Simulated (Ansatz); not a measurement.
Consider a crystal of BiO₃ in space group P4_132 (No. 213), with Bi on 4a; O on 12d. Recipe of this trial structure of BiO₃: 6-connected net, bridging atoms on its edges, bridges bent.

All numbers below come from Ansatz 0.2.0, DFT PBE, scalar-relativistic, plane waves, PAW. Cutoff 420 eV, Γ-centred mesh, Gaussian smearing, no spin polarisation.

Formation energies are uncorrected and refer to the elements' standard structures at the same level (O₂ as a molecule).

**Question.** Give the relaxed lattice parameters and positions.

**Answer.**

Space group P4_132 (No. 213). a = 6.687 Å, b = 6.687 Å, c = 6.687 Å, α = 90.00°, β = 90.00°, γ = 90.00°
| atom | site | symmetry | x | y | z |
| --- | --- | --- | --- | --- | --- |
| Bi | 4a | .32 | 0.8750 | 0.1250 | 0.6250 |
| O | 12d | ..2 | 0.6250 | 0.3099 | 0.5599 |

Bi is surrounded by 6 O at 2.12 Å; around O lie 2 Bi at 2.12 Å. Another local minimum with the same sites may exist.

**Question.** Where does its energy lie, and is it a metal?

**Answer.** The formation energy is −0.06 eV/atom and the gap on the 6×6×6 mesh of the 16-atom cell is 0 eV (a metal). Whether it is stable depends on the other phases of the system, which aren't compared here.

The last run used Gaussian smearing of 0.10 eV. These runs have no spin–orbit coupling, which can matter for Bi. The cell is a metal run without spin; a magnetic state may lie lower. A structure relaxed within its symmetry needn't be a true minimum.
